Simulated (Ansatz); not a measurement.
Starting structure of a cell relaxation (symmetry kept):

```xyz
6
Lattice="3.6000 0.0000 0.0000 0.0000 3.6000 0.0000 0.0000 0.0000 7.8585" Properties=species:S:1:pos:R:3 pbc="T T T"
Zr    1.8000    1.8000    2.0886
Zr    0.0000    0.0000    5.7752
P     1.8000    0.0000    7.8490
P     0.0000    1.8000    7.8490
P     0.0000    0.0000    2.9793
S     1.8000    1.8000    4.8928
```

Level of theory: DFT PBEsol, scalar-relativistic, plane waves, PAW in Ansatz 0.2.0.

Plane waves to 420 eV, a k mesh through Γ of 10×10×6 on the computed 6-atom cell and Gaussian smearing (0.10 eV); no spin polarisation.

Task: What does it relax to?

Result: The volume goes down by 0.58 Å³/atom to 16.39 Å³/atom, and the energy falls by 8.5 meV/atom. Final structure:
```
Zr P S
1.0
     3.55625    0.00000    0.00000
     0.00000    3.55625    0.00000
     0.00000    0.00000    7.77811
Zr P S
2 3 1
Direct
  0.50000 0.50000 0.26563
  0.00000 0.00000 0.73486
  0.50000 0.00000 0.99921
  0.00000 0.50000 0.99921
  0.00000 0.00000 0.37973
  0.50000 0.50000 0.62135
```